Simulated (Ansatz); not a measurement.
Input:

Se:
```xyz
3
Lattice="4.5057 0.0000 0.0000 -2.2529 3.9021 0.0000 0.0000 0.0000 4.9913" Properties=species:S:1:pos:R:3 pbc="T T T"
Se     0.9781     0.0000     4.1594
Se    -0.4891     0.8471     0.8319
Se     1.7638     3.0550     2.4957
```

This is the r²SCAN-relaxed structure.

All from r²SCAN in the plane-wave PAW code Ansatz, unless another level is named. Predict the smallest direct gap on the standard path.

1.54 eV.

What about the band gap?

1.33 eV (indirect).

And the conduction-band minimum?

at H (2 equivalent valleys).

Predict the valence-band maximum.

at L.

Space group P3_121 (trigonal Se type). The cell was relaxed with r²SCAN under the symmetry of its start. A crystal of weakly bound chains computed without a dispersion correction: the cell and the soft elastic constants depend strongly on that. Spin–orbit coupling is left out wherever it is not named.

Potentials: the later of the program's two PAW sets.
